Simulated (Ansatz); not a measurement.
TiSiB:
```
CELL_PARAMETERS angstrom
      1.63766    -6.57677     0.00000
      1.63766     6.57677     0.00000
      0.00000     0.00000     3.05061
ATOMIC_POSITIONS crystal
  Si 0.70144 0.29856 0.25000
  Si 0.29856 0.70144 0.75000
  B  0.46814 0.53186 0.75000
  B  0.53186 0.46814 0.25000
  Ti 0.09343 0.90657 0.75000
  Ti 0.90657 0.09343 0.25000
```

Relaxed with PBEsol. Special points in fractions of this cell's reciprocal vectors: Γ (0.000, 0.000, 0.000); Y (-0.500, 0.500, 0.000); C0 (-0.266, 0.734, 0.000); Σ0 (0.266, 0.266, 0.000); Z (0.000, 0.000, 0.500); A0 (0.266, 0.266, 0.500); E0 (-0.266, 0.734, 0.500); T (-0.500, 0.500, 0.500); S (0.000, 0.500, 0.000); R (0.000, 0.500, 0.500).

Question: List the band energies nearest the Fermi level at these points for the program Ansatz at the PBEsol level (PAW).

Answer: In eV from the Fermi level; about four levels below and three above (degenerate sets whole), none deeper than 8.9 eV; points with the same levels are listed once.

```csv
k,below,above
Γ,-1.84 -1.49 -1.39 -1.19,0.08 1.97 2.07
Y,-1.53 -1.41 -1.08 -0.40,0.28 1.18 1.81
C0,-3.56 -3.30 -2.95 -0.68,0.28 0.28 1.06
Z,-2.13 -2.13 -1.24 -1.24,1.43 1.43 1.51 1.51
A0,-2.62 -2.62 -1.34 -1.34,2.80 2.80 3.16 3.16
T,-2.36 -2.36 -2.02 -2.02,0.73 0.73 1.80 1.80
S,-4.45 -3.31 -2.44 -0.86,0.28 0.33 1.06
R,-2.63 -2.63 -1.31 -1.31,2.75 2.75 3.15 3.15
```

Space group Cmcm. The start of the workflow was typed in or built on a structure type; neither database checked (COD, Materials Project) lists it. Whether it is the stable phase at ambient conditions was not checked. The PBEsol relaxation kept the symmetry of its start; its stability against distortions is not shown here. No spin polarisation was allowed.

Potentials: the later of the program's two PAW sets.
